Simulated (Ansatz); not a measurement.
Profile along the Ni–Ni line in FeNi3 (Cu3Au type)

FeNi3 (Cu3Au type)

```xyz
4
Lattice="3.5443 0.0000 0.0000 0.0000 3.5443 0.0000 0.0000 0.0000 3.5443" Properties=species:S:1:pos:R:3 pbc="T T T"
Ni     0.0000     1.7721     1.7721
Ni     1.7721     1.7721     0.0000
Ni     1.7721     0.0000     1.7721
Fe     0.0000     0.0000     0.0000
```

Fields along a shortest Ni–Ni line of a {110} plane (2.51 Å), from Ni to Ni, interpolated on the slice's grid (step about 0.2 Å). All values below come from PBE (plane waves to 420 eV, PAW, scalar-relativistic; Ansatz, a program for electronic structure). k mesh 13×13×13. Near the nuclei the fields are pseudised (PAW); where an atom keeps semicore shells as valence, they peak there. FeNi3 was relaxed with its symmetry unable to fall. Relaxed FeNi3 ends ferromagnetic. The magnetic order is the one the run started from; other orders were not tried.

| distance from Ni (Å) | valence electron density (e/Å³) | spin density, up minus down (e/Å³) | electron localisation function | ELF of the up spins | ELF of the down spins |
|---|---|---|---|---|---|
| 0.00 | 60.74 | 3.09 | x | x | x |
| 0.25 | 34.07 | 1.72 | x | x | x |
| 0.50 | 7.76 | 0.42 | 0.36 | 0.36 | 0.36 |
| 0.75 | 1.36 | 0.07 | 0.22 | 0.23 | 0.20 |
| 1.00 | 0.43 | 0.00 | 0.18 | 0.18 | 0.20 |
| 1.25 | 0.32 | -0.02 | 0.26 | 0.21 | 0.32 |
| 1.51 | 0.43 | 0.00 | 0.18 | 0.18 | 0.20 |
| 1.76 | 1.36 | 0.07 | 0.22 | 0.23 | 0.20 |
| 2.01 | 7.76 | 0.42 | 0.36 | 0.36 | 0.36 |
| 2.26 | 34.07 | 1.72 | x | x | x |
| 2.51 | 60.74 | 3.09 | x | x | x |

x: too close to a nucleus for the ELF to mean much.

Density on the Ni–Ni line (2.51 Å) at its midpoint: 0.32 e/Å³. ELF at that point: 0.26.
